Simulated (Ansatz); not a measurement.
YAl2Si2:
```
CELL_PARAMETERS angstrom
      4.17680     0.00000     0.00000
     -2.08840     3.61721     0.00000
      0.00000     0.00000     6.49166
ATOMIC_POSITIONS crystal
  Si 0.33333 0.66667 0.25752
  Si 0.66667 0.33333 0.74248
  Al 0.33333 0.66667 0.64532
  Al 0.66667 0.33333 0.35468
  Y  0.00000 0.00000 0.00000
```

Relaxed with PBEsol. Special points in fractions of this cell's reciprocal vectors: Γ (0.000, 0.000, 0.000); M (0.500, 0.000, 0.000); K (0.333, 0.333, 0.000); A (0.000, 0.000, 0.500); L (0.500, 0.000, 0.500); H (0.333, 0.333, 0.500).

Q: List the band energies nearest the Fermi level at these points for PBEsol in the plane-wave PAW code Ansatz.

A: In eV from the Fermi level; about four levels below and three above (degenerate sets whole), none deeper than 8.9 eV; points with the same levels are listed once.

```json
[
 {"k": "Γ", "below": "-2.51 -2.51 -0.55 -0.33 -0.33", "above": "0.52 0.52 0.61"},
 {"k": "M", "below": "-3.15 -3.09 -2.28 -1.31", "above": "2.06 2.11 2.91"},
 {"k": "K", "below": "-5.17 -3.04 -3.04 -2.61", "above": "0.96 2.31 2.31"},
 {"k": "A", "below": "-1.89 -1.89 -1.72 -1.72 -0.20", "above": "0.21 0.21 1.13"},
 {"k": "L", "below": "-2.86 -1.64 -1.16 -0.93", "above": "0.06 1.40 1.82"},
 {"k": "H", "below": "-4.58 -3.80 -2.14 -2.14", "above": "0.66 0.66 2.02"}
]
```

Space group P-3m1. The workflow started from an entry of the Crystallography Open Database (COD). Its standing as an ambient phase is unchecked. The PBEsol relaxation kept the symmetry of its start; whether a distortion lowers the energy is not shown. No spin polarisation was allowed. Scalar-relativistic: spin–orbit coupling is off unless named, which matters more the heavier the elements.

Potentials: the later of the program's two PAW sets.
